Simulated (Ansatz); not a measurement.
The calculation used Ansatz, DFT PBE, scalar-relativistic, plane waves, PAW. All cells share a 420 eV cutoff and Γ-centred k meshes spaced at most about 0.3 Å⁻¹ (about 0.25 or finer for metals, 2π included). Collinear spin in cells that started with moments and kept them past the coarse steps, no spin elsewhere.

Temperature and zero-point effects are left out. All come from trial cells, and lower structures may exist.

**Question.** Which of these relaxed structures of Cu₃O₂ is the lowest in energy?
A. Space group R-3m (No. 166), trigonal, a = 5.925 Å, c = 6.593 Å. Around Cu lie 2 O at 1.82 Å; O is surrounded by 3 Cu at 1.82 Å.
B. Space group Pm-3m (No. 221), cubic, a = 3.865 Å. Cu is surrounded by 2 O at 1.93 Å, 4 O at 2.73 Å and 8 Cu at 2.73 Å; O on its first site is surrounded by 6 Cu at 1.93 Å; around O on its second site lie 12 Cu at 2.73 Å.
C. Space group P4/mmm (No. 123), tetragonal, a = 3.210 Å, c = 5.880 Å. Cu on its first site has 4 Cu at 2.27 Å, 8 O at 2.87 Å and 2 Cu at 2.94 Å; Cu on its second site has 8 O at 2.56 Å, 2 Cu at 2.94 Å and 4 Cu at 3.21 Å; Cu on its third site has 2 O at 1.76 Å and 4 Cu at 2.27 Å; O has 1 Cu at 1.76 Å, 1 O at 2.36 Å and 4 Cu at 2.56 Å.
D. Space group P-6m2 (No. 187), hexagonal, a = 3.226 Å, c = 6.454 Å. Cu on a site of symmetry 3m has 3 O at 2.20 Å and 1 Cu at 2.35 Å; Cu on a site of symmetry -6m2 is surrounded by 3 O at 1.86 Å; around O on its first site lie 6 Cu at 2.20 Å; O on its second site has 3 Cu at 1.86 Å.

**Answer.** A. It has space group R-3m (No. 166); the next, D, with space group P-6m2 (No. 187), lies 0.36 eV/atom higher. Largest moments: A no spin, D 0.2 μB, B no spin, C no spin. Counting O atoms around Cu (those within 1.25 times the shortest such distance or 1.15 times the sum of covalent radii), the lowest has Cu 2 and the next has Cu 3.

In R-3m, Pm-3m, P4/mmm an odd number of electrons in the primitive cell allows no gap without spin; a larger cell or a magnetic state could open one. No Hubbard U is applied to the 3d shell of Cu. Another magnetic order may lie lower. Cells relaxed within their symmetry can be saddle points. Some types were kept out of the candidates beforehand, so the set may lack a known form.
